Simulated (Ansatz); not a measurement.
BN:
```yaml
crystal:
  lattice:
    - [2.54660, 0.00000, 0.00000]
    - [-1.27330, 2.20542, 0.00000]
    - [0.00000, 0.00000, 12.52967]
  atoms:
    - { symbol: B, position: [0.00000, 0.00000, 0.00006] }
    - { symbol: B, position: [0.00000, 0.00000, 0.50006] }
    - { symbol: B, position: [0.66667, 0.33333, 0.83267] }
    - { symbol: B, position: [0.33333, 0.66667, 0.33267] }
    - { symbol: B, position: [0.66667, 0.33333, 0.16656] }
    - { symbol: B, position: [0.33333, 0.66667, 0.66656] }
    - { symbol: N, position: [0.00000, 0.00000, 0.87441] }
    - { symbol: N, position: [0.00000, 0.00000, 0.37441] }
    - { symbol: N, position: [0.66667, 0.33333, 0.70808] }
    - { symbol: N, position: [0.33333, 0.66667, 0.20808] }
    - { symbol: N, position: [0.66667, 0.33333, 0.04192] }
    - { symbol: N, position: [0.33333, 0.66667, 0.54192] }
```

Tensor components refer to the Cartesian frame of this cell.

Q: Give the proper piezoelectric stress tensor with relaxed ions from DFT-PBEsol in the program Ansatz with PAW potentials.

A: In C/m², rows x, y, z, Voigt columns; mesh uncertainty up to 0.00.
```
 0.00   0.00   0.00   0.00  -0.39   0.00
 0.00   0.00   0.00  -0.39   0.00   0.00
-0.40  -0.40   0.90   0.00   0.00   0.00
```

The elastic tensor of the same run (GPa):

|  | 1 | 2 | 3 | 4 | 5 | 6 |
|---|---|---|---|---|---|---|
| 1 | 936 | 144 | 74.7 | 0.0 | 0.0 | 0.0 |
| 2 | 144 | 936 | 74.7 | 0.0 | 0.0 | 0.0 |
| 3 | 74.7 | 74.7 | 1010 | 0.0 | 0.0 | 0.0 |
| 4 | 0.0 | 0.0 | 0.0 | 348 | 0.0 | 0.0 |
| 5 | 0.0 | 0.0 | 0.0 | 0.0 | 348 | 0.0 |
| 6 | 0.0 | 0.0 | 0.0 | 0.0 | 0.0 | 396 |

Q: Convert to strain constants d = e·S.

A: In pC/N:
```
 0.0   0.0   0.0   0.0  -1.1   0.0
 0.0   0.0   0.0  -1.1   0.0   0.0
-0.4  -0.4   1.0   0.0   0.0   0.0
```

Space group P6_3mc. A made-up cell: these elements were put on the sites of a structure type. Its sites differ from those of the usual phase in this space group: another stacking or structure type. The PBEsol relaxation kept the symmetry of its start; of distortions, only those at the zone centre were tested.

Potentials: the later of the program's two PAW sets.
